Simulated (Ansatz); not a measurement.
Input:

AlIr:
```
CELL_PARAMETERS angstrom
      0.00000     2.49989     2.49989
      2.49989     0.00000     2.49989
      2.49989     2.49989     0.00000
ATOMIC_POSITIONS crystal
  Ir 0.00000 0.00000 0.00000
  Al 0.50000 0.50000 0.50000
```

This is the PBEsol-relaxed structure.

All from the program Ansatz at the PBEsol level (PAW), unless another level is named. Estimate the bulk modulus (Birch–Murnaghan fit).

167 GPa.

What about the highest zone-centre frequency?

34.4 meV.

Space group Fm-3m (rock salt). The start of the workflow was typed in or built on a structure type; neither database checked (COD, Materials Project) lists it. Whether it is the stable phase at ambient conditions was not checked. The cell was relaxed with PBEsol under the symmetry of its start. At this level the phase is mechanically unstable. No spin polarisation was allowed. Scalar-relativistic: spin–orbit coupling is off unless named, which matters more the heavier the elements.

Potentials: the later of the program's two PAW sets.
